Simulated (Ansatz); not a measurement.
Al2Au:
```cif
data_Al8Au4
_chemical_formula_sum 'Au4 Al8'
_space_group_name_H-M_alt 'Fm-3m'
_space_group_IT_number 225
_space_group_name_Hall '-F 4 2 3'
_cell_length_a 6.00300
_cell_length_b 6.00300
_cell_length_c 6.00300
_cell_angle_alpha 90.000
_cell_angle_beta 90.000
_cell_angle_gamma 90.000
loop_
_atom_site_label
_atom_site_type_symbol
_atom_site_symmetry_multiplicity
_atom_site_Wyckoff_symbol
_atom_site_fract_x
_atom_site_fract_y
_atom_site_fract_z
_atom_site_occupancy
Au1 Au 4 a 0.00000 0.00000 0.00000 1
Al1 Al 8 c 0.25000 0.25000 0.25000 1
```
(The calculation used a cell of 3 atoms; values per cell refer to that cell.)

This is the PBEsol-relaxed structure.

### Question
All from plane-wave PAW PBEsol (Ansatz code), unless another level is named. Give the highest zone-centre frequency.

### Answer
263 cm⁻¹.

### Question
Predict the Debye temperature from the elastic constants.

### Answer
294 K.

Symmetry was held in the PBEsol relaxation; of distortions, only those at the zone centre were tested. As this level gives no gap, shear constants depend on the k-mesh and smearing (Fermi–Dirac, 0.1 eV here). As this level gives no gap, phonon frequencies hold no LO–TO term and depend on the k-mesh and smearing (Fermi–Dirac, 0.1 eV here). Spin–orbit coupling is left out wherever it is not named.

Potentials: the later of the program's two PAW sets.
